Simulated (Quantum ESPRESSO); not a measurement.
Band energies of NaMgF3

```
CELL_PARAMETERS angstrom
      3.95084     0.00000     0.00000
      0.00000     3.95084     0.00000
      0.00000     0.00000     3.95084
ATOMIC_POSITIONS crystal
  F  0.50000 0.50000 0.00000
  F  0.00000 0.50000 0.50000
  F  0.50000 0.00000 0.50000
  Na 0.00000 0.00000 0.00000
  Mg 0.50000 0.50000 0.50000
```

LDA (Quantum ESPRESSO, PseudoDojo norm-conserving, 88 Ry, scalar-relativistic); path ΓXMΓRX,MR; energies in eV from the valence-band maximum.

```csv
k (1/Å),point,band 16,band 17,band 18,band 19,band 20,band 21,band 22,band 23
0.00,Γ,-0.64,-0.64,-0.46,-0.46,-0.46,5.65,12.90,13.17
0.20,,-0.68,-0.68,-0.62,-0.48,-0.48,5.92,12.42,13.14
0.60,,-0.96,-0.96,-0.82,-0.52,-0.52,7.62,10.04,14.22
0.80,X,-1.04,-1.04,-0.85,-0.53,-0.53,8.59,8.99,14.46
0.99,,-1.17,-1.04,-0.60,-0.59,-0.59,8.71,9.17,13.56
1.39,,-1.22,-1.03,-0.98,-0.93,-0.08,9.63,10.35,11.44
1.59,M,-1.22,-1.19,-1.03,-1.03,-0.01,10.15,10.76,10.76
1.78,,-1.19,-1.01,-1.00,-0.96,-0.07,9.51,10.87,11.04
2.15,,-0.94,-0.84,-0.72,-0.68,-0.37,7.43,11.64,11.90
2.34,,-0.77,-0.74,-0.64,-0.56,-0.46,6.53,12.21,12.39
2.71,Γ,-0.64,-0.64,-0.46,-0.46,-0.46,5.65,12.90,13.17
3.06,,-0.86,-0.86,-0.55,-0.47,-0.47,6.40,12.66,12.66
3.40,,-1.36,-1.36,-0.39,-0.39,-0.33,8.08,12.07,12.18
3.75,,-1.31,-1.31,-0.17,-0.17,-0.10,9.74,11.38,12.12
4.09,R,-1.18,-1.18,0.00,0.00,0.00,9.96,12.49,12.49
4.25,,-1.22,-1.19,-0.05,-0.04,-0.02,9.98,11.90,12.03
4.57,,-1.58,-1.25,-0.32,-0.31,-0.16,9.62,10.54,12.13
4.90,,-1.49,-0.86,-0.75,-0.48,-0.47,8.90,9.45,13.50
5.22,X,-1.04,-1.04,-0.85,-0.53,-0.53,8.59,8.99,14.46
5.22,M,-1.22,-1.19,-1.03,-1.03,-0.01,10.15,10.76,10.76
5.38,,-1.49,-1.19,-0.76,-0.76,-0.01,10.14,10.84,10.84
5.69,,-1.39,-1.18,-0.21,-0.21,0.00,10.05,11.47,11.47
6.01,R,-1.18,-1.18,0.00,0.00,0.00,9.96,12.49,12.49
```

The LDA gap is indirect, 5.65 eV, from R to Γ; the smallest direct gap is 6.11 eV. Another valence extremum on the path lies within 0.02 eV, too close to call.

The cell is held in this high symmetry; tilts and polar distortions were not searched.

Geometry of the Materials Project entry, not relaxed at this level.

The structure is a Materials Project entry; no match was found in the copy of COD used, and its stability was not checked.
